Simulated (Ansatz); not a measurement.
BN in space group P6_422 (No. 181; B on 3d, N on 3c), a = b = 2.578 Å, c = 5.756 Å, α = β = 90.00°, γ = 120.00°.

Relaxed with LDA.

Task: Decompose the optical modes at the zone centre into irreducible representations, and say which are infrared and Raman allowed.

Result: Point group 622: Γ_opt = A2 + 2B1 + 2B2 + 3E1 + 2E2. Infrared: A2, E1. Raman: E1, E2.

Task: Assign frequencies (DFPT, plane-wave PAW LDA (Ansatz code); without the LO–TO term).

Result: B1 457, E1 509, B2 547, B1 714, E1 812, E2 832, A2 869, E1 884, B2 932, E2 1143 cm⁻¹.

Subscripts of B labels follow the axes of the standard setting.

The start of the workflow was typed in or built on a structure type; neither database checked (COD, Materials Project) lists it. It is not the phase usual at ambient conditions (space group No. 186, 194, 216). The LDA relaxation kept the symmetry of its start; phonons on a q-mesh show no instability. The volume moved by -34 % from the start of the relaxation. A crystal of weakly bound chains computed without a dispersion correction: the cell and the soft elastic constants depend strongly on that.

Potentials: the later of the program's two PAW sets.
